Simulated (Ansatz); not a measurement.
Geometry optimisation in Ansatz: input, command and trajectory.

```yaml
crystal:
  lattice:
    - [3.9951063807, 0.0, 0.0]
    - [0.0, 3.9951063807, 0.0]
    - [0.0, 0.0, 3.9951063807]
  atoms:
    - { symbol: Sr, position: [0.0, 0.0, 0.0] }
    - { symbol: Fe, position: [0.0, 0.5, 0.5], spin: 2.83 }
    - { symbol: Fe, position: [0.5, 0.0, 0.5], spin: 2.83 }
    - { symbol: Fe, position: [0.5, 0.5, 0.0], spin: 2.83 }
basis:
  ecutwfc: 420
kpoints:
  mp_grid: { grid: [4, 4, 4] }
hamiltonian:
  xc: pbe
scf:
  occupations: { method: gaussian, width: 0.1 }
  lower_state_search: "off"
output:
  forces: true
  stress: true
  eigenvalues: true
  populations: true
magnetization:
  spin_polarized: true
relax:
  adjacent_minimum: "off"
  f_tol: 0.04
  max_steps: 70
  cell: { stress_tol: 0.4 }
```

```bash
ansatz run input.yaml --threads 1 --pin off --max-ram 2560MiB --backend cpu --events-out ev --progress --plain --runs-dir out
```

All numbers below come from Ansatz 0.2.0, DFT PBE, scalar-relativistic, plane waves, PAW.

Of 4 frames 4 are shown, positions in Å and forces in eV/Å; the SCF threshold varies from step to step. Steps run on the plane waves of an earlier cell, with a Pulay correction in the pressure. The basis is chosen afresh for the last frame, the zero of the energies, and at times for earlier ones too; energy and pressure step there, also at an unchanged geometry.

```xyz
4
Lattice="3.9951 0.0000 0.0000 0.0000 3.9951 0.0000 0.0000 0.0000 3.9951" Properties=species:S:1:pos:R:3:forces:R:3 pbc="T T T" step=1 free_energy_over_end_meV_per_atom=22.09 pressure_GPa=6.14
Sr    0.0000    0.0000    0.0000    0.0000    0.0000    0.0000
Fe    0.0000    1.9976    1.9976    0.0000    0.0000    0.0000
Fe    1.9976    0.0000    1.9976    0.0000    0.0000    0.0000
Fe    1.9976    1.9976    0.0000    0.0000    0.0000    0.0000
4
Lattice="4.1083 0.0000 0.0000 0.0000 4.1083 0.0000 0.0000 0.0000 4.1083" Properties=species:S:1:pos:R:3:forces:R:3 pbc="T T T" step=2 free_energy_over_end_meV_per_atom=0.91 pressure_GPa=-0.80
Sr    0.0000    0.0000    0.0000    0.0000    0.0000    0.0000
Fe    0.0000    2.0541    2.0541    0.0000    0.0000    0.0000
Fe    2.0541    0.0000    2.0541    0.0000    0.0000    0.0000
Fe    2.0541    2.0541    0.0000    0.0000    0.0000    0.0000
4
Lattice="4.0945 0.0000 0.0000 0.0000 4.0945 0.0000 0.0000 0.0000 4.0945" Properties=species:S:1:pos:R:3:forces:R:3 pbc="T T T" step=3 free_energy_over_end_meV_per_atom=0.39 pressure_GPa=-0.07
Sr    0.0000    0.0000    0.0000    0.0000    0.0000    0.0000
Fe    0.0000    2.0473    2.0473    0.0000    0.0000    0.0000
Fe    2.0473    0.0000    2.0473    0.0000    0.0000    0.0000
Fe    2.0473    2.0473    0.0000    0.0000    0.0000    0.0000
4
Lattice="4.0945 0.0000 0.0000 0.0000 4.0945 0.0000 0.0000 0.0000 4.0945" Properties=species:S:1:pos:R:3:forces:R:3 pbc="T T T" step=4 free_energy_over_end_meV_per_atom=0.00 pressure_GPa=-0.04
Sr    0.0000    0.0000    0.0000    0.0000    0.0000    0.0000
Fe    0.0000    2.0473    2.0473    0.0000    0.0000    0.0000
Fe    2.0473    0.0000    2.0473    0.0000    0.0000    0.0000
Fe    2.0473    2.0473    0.0000    0.0000    0.0000    0.0000
```

The start puts this composition into another compound's structure type, which needn't suit it. At the end the space group is Pm-3m (tolerance 0.05 Å).

The run took 18 s on 1 thread of Arm Neoverse V1, with other jobs on the host, peak memory 0.35 GiB.

The k mesh is coarse. Only parallel moments were tried here.